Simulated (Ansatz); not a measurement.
# Zn3CdTe4: relaxed-ion elastic tensor

Level of theory: DFT PBE, scalar-relativistic, plane waves, PAW (Ansatz 0.2.0). Plane waves to 420 eV; Γ-centred k mesh 6×6×2; fixed occupations. No spin polarisation.

Equilibrium structure at this level:
```
Zn Cd Te
1.0
     4.43183    0.00000    0.00000
    -2.21591    3.83808    0.00000
     0.00000    0.00000   14.64784
Zn Cd Te
3 1 4
Direct
  0.33333 0.66667 0.50015
  0.66667 0.33333 0.25722
  0.66667 0.33333 0.74244
  0.33333 0.66667 0.00346
  0.33333 0.66667 0.19784
  0.33333 0.66667 0.68335
  0.66667 0.33333 0.44048
  0.66667 0.33333 0.92505
```

It was reached by relaxing an invented guess, and it needn't be the stable form of this composition. Spin–orbit coupling is left out, which matters for heavy elements.

Task: Give the relaxed-ion elastic constants (GPa, Voigt order xx yy zz yz xz xy, on the Cartesian axes of the cell above).

Result:
```
65.9 29.2 22.5  0.1  0.0  0.0
29.2 65.9 22.5 -0.1  0.0  0.0
22.5 22.5 82.0  0.0  0.0  0.0
 0.1 -0.1  0.0 15.7  0.0  0.0
 0.0  0.0  0.0  0.0 15.7  0.1
 0.0  0.0  0.0  0.0  0.1 18.3
```

Task: Is the crystal stable against homogeneous strain?

Result: Yes: the least eigenvalue of the tensor is 15.7 GPa.

Task: And the moduli of a polycrystal (Hill averages)?

Result: B = 40 GPa, G = 19 GPa, E = 49 GPa, ν = 0.30.
